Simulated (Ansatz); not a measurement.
InSb:
Space group P6₃mc (No. 186); a = b = 4.630 Å, c = 15.186 Å, α = β = 90.00°, γ = 120.00°

| atom | site | symmetry | x | y | z |
|---|---|---|---|---|---|
| In | 2b | 3m. | 0.3333 | 0.6667 | 0.4999 |
| Sb | 2b | 3m. | 0.6667 | 0.3333 | 0.1877 |
| In | 2a | 3m. | 0.0000 | 0.0000 | 0.2503 |
| Sb | 2a | 3m. | 0.0000 | 0.0000 | 0.4371 |

Relaxed with r²SCAN.

Problem. Tabulate the valence density and the electron localisation function along the shortest In–Sb contact (2.84 Å), r²SCAN (plane waves, PAW; program Ansatz).

Solution. 

```csv
distance from In (Å),density (e/Å³),ELF
0.28,8.37,0.01
0.43,6.19,0.03
0.57,4.04,0.10
0.71,2.21,0.19
0.85,0.99,0.23
0.99,0.52,0.22
1.13,0.40,0.28
1.28,0.35,0.45
1.42,0.35,0.64
1.56,0.40,0.68
1.70,0.47,0.60
1.84,0.60,0.47
1.98,0.98,0.36
2.13,2.10,0.24
2.27,4.39,0.13
2.41,7.81,0.06
2.55,11.62,0.03
```

The density is the valence pseudo-density with augmentation charge, so density and ELF within about 1 Å of a nucleus are not all-electron values.

Space group P6_3mc. The start of the workflow was typed in or built on a structure type; neither database checked (COD, Materials Project) lists it. It is not the phase usual at ambient conditions (space group No. 216). The cell was relaxed with r²SCAN under the symmetry of its start; whether a distortion lowers the energy is not shown. Scalar-relativistic: spin–orbit coupling is off unless named, which matters more the heavier the elements.

Potentials: the earlier of the program's two PAW sets.
